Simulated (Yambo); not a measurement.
Yambo run on K$_{3}$Cu$_{3}$P$_{2}$ (space group R-3m, No. 166). The wavefunctions come from this Quantum ESPRESSO step (PBEsol, PseudoDojo standard norm-conserving files, scalar-relativistic):

```
&CONTROL
  calculation = 'nscf'
  pseudo_dir = './pseudo'
  outdir = './out'
/
&SYSTEM
  ibrav = 0
  nat = 8
  ntyp = 3
  ecutwfc = 92.0
  ecutrho = 368.0
  occupations = 'fixed'
  force_symmorphic = .true.
  nbnd = 282
/
&ELECTRONS
  conv_thr = 8e-09
  diago_full_acc = .true.
  diago_thr_init = 1e-08
/
ATOMIC_SPECIES
P 30.9738 P.upf
K 39.0983 K.upf
Cu 63.5460 Cu.upf
CELL_PARAMETERS angstrom
  2.829060074000   1.633358595000   6.662043000000
 -2.829060074000   1.633358595000   6.662043000000
  0.000000000000  -3.266717191000   6.662043000000
ATOMIC_POSITIONS crystal
P   0.257020000000   0.257020000000   0.257020000000
P   0.742980000000   0.742980000000   0.742980000000
K   0.908137000000   0.908137000000   0.908137000000
K   0.091863000000   0.091863000000   0.091863000000
K   0.500000000000   0.500000000000   0.500000000000
Cu   0.500000000000   0.000000000000   0.500000000000
Cu   0.500000000000   0.500000000000   0.000000000000
Cu   0.000000000000   0.500000000000   0.500000000000
K_POINTS automatic
2 2 2 0 0 0
```

Yambo input:

```
rim_cut
gw0
dyson
el_el_corr
HF_and_locXC
ppa
em1d
RandQpts= 1000000
RandGvec= 1 Ry
EXXRLvcs= 92 Ry
VXCRLvcs= 368 Ry
Chimod= "HARTREE"
% BndsRnXp
 13 | 280 |
%
NGsBlkXp= 7 Ry
% LongDrXp
 1.0 | 1.0 | 1.0 |
%
PPAPntXp= 27.2114 eV
% GbndRnge
 1 | 280 |
%
GTermKind= "BG"
DysSolver= "n"
ExtendOut
% QPkrange
 1 | 1 | 47 | 48 |
 2 | 2 | 47 | 48 |
 3 | 3 | 47 | 48 |
 4 | 4 | 47 | 48 |
%
```

k points by index: 1 = Γ, 2 = L, 3 = F, 4 = Z.

Resulting energies as the program prints them:

```
#    K-point    Band    Eo [eV]    E [eV]    E-Eo [eV]    Vxc [eV]    Vnlxc [eV]    Sc|Eo [eV]    Sc|E [eV]    dSc/dw|Eo [eV]    Re(Z)    Im(Z)
#
    1    47    -0.115147    -0.525308    -0.410160    -23.76940    -28.80947    4.482136    4.629910    -9.799282    0.735226    -0.001917
    1    48    1.630922    1.754251    0.123329    -9.584539    -6.049718    -3.379426    -3.411492    -7.068180    0.793805    -0.001585
    2    47    -0.466534    -0.893559    -0.427025    -25.79669    -31.69533    5.309262    5.471609    -10.34009    0.724637    -0.001974
    2    48    1.838098    2.016482    0.178384    -10.77108    -7.281187    -3.264917    -3.311508    -7.102316    0.793015    -0.001599
    3    47    -0.081960    -0.540365    -0.458406    -18.35936    -21.99546    3.024974    3.177698    -9.062875    0.750152    -0.001826
    3    48    1.192160    1.360012    0.167852    -10.56992    -7.294852    -3.064415    -3.107220    -6.934784    0.796906    -0.001556
    4    47    0.000000    -0.407141    -0.407141    -23.92993    -28.89434    4.410865    4.557273    -9.780782    0.735594    -0.001903
    4    48    1.317238    1.486426    0.169187    -9.434122    -5.888938    -3.332782    -3.375996    -6.945611    0.796653    -0.001546
```
(The two width columns are left out.) Convergence of these settings isn't established.

Geometry of the Materials Project entry, not relaxed at this level.
